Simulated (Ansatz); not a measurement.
# Which magnetic order does EuZn (Pm-3m) prefer in this cell?

```xyz
4
Lattice="0.0000 3.8080 3.8080 3.8080 0.0000 0.0000 0.0000 3.8080 -3.8080" Properties=species:S:1:pos:R:3 pbc="T T T"
Eu    0.0000    0.0000    0.0000
Eu    0.0000    3.8080    0.0000
Zn    1.9040    1.9040    1.9040
Zn    1.9040    1.9040   -1.9040
```

The source of the geometry is a structure as deposited in COD, repeated to hold the magnetic orders; atoms and cell stay fixed.

Functional, mesh and filling: LDA, 6×8×6 k mesh, Fermi–Dirac smearing of 0.08 eV. PAW means Ansatz 0.2.0 on its default frozen-core files. Site moments are integrated in spheres about the atoms. Start moments (μB): Eu1 7, Eu2 7.

Energies count from the run that starts all moments parallel. Patterns list the atoms that start with 0.5 μB or more.

| start | ΔF PAW (meV/atom) | largest moment, PAW (μB) | M, PAW (μB/cell) | order at the end, PAW | P, PAW (GPa) |
| --- | --- | --- | --- | --- | --- |
| Eu1↑, Eu2↑ | 0.0 | 6.78 | 14.06 | kept | -5.7 |
| Eu1↑, Eu2↓ | -9.6 | 6.80 | 0.00 | kept | -5.9 |
| no spin polarisation | +3238.6 | 0.00 | 0.00 | – | -9.1 |

Q: Map the PAW energies of the orders that kept their pattern on E = −Σ J s_i s_j over ordered pairs, with couplings only between Eu atoms 3.81 Å apart. What J follows?

A: Per Eu atom, ΔE = Σ J·(n_parallel state − n_order), where n is the mean of Σ s_i s_j over a shell: Eu1↑, Eu2↓ has ΔE = -19.2 meV and Δn = 8.0. This gives J(3.81 Å) = -2.39 meV, which fits exactly since there are as many orders as couplings. All other shells are lumped into these numbers, so they are effective couplings.

The lowest of these ends as follows. Site moments (μB): Eu1 6.80, Eu2 -6.80, Zn3 0.00, Zn4 0.00. Cell moment 0.00 μB. Orders of other supercells weren't tried and can lie lower.

The PAW files were made with PBE; the program remakes their cores once for the run's functional and then keeps them frozen. Without U a semilocal functional puts the f levels too near the Fermi level, which can change moments and the order of magnetic states; site and cell moments are spin moments. Spin–orbit coupling is left out although heavy atoms are present. With open f shells a run can end in a state that isn't the lowest. These are results for the start and cell typed. The real compound can order otherwise, in a larger cell, or not at all, since semilocal functionals at zero temperature often overstate magnetism. Left out because it may lie on a higher state: LAPW, parallel moments.
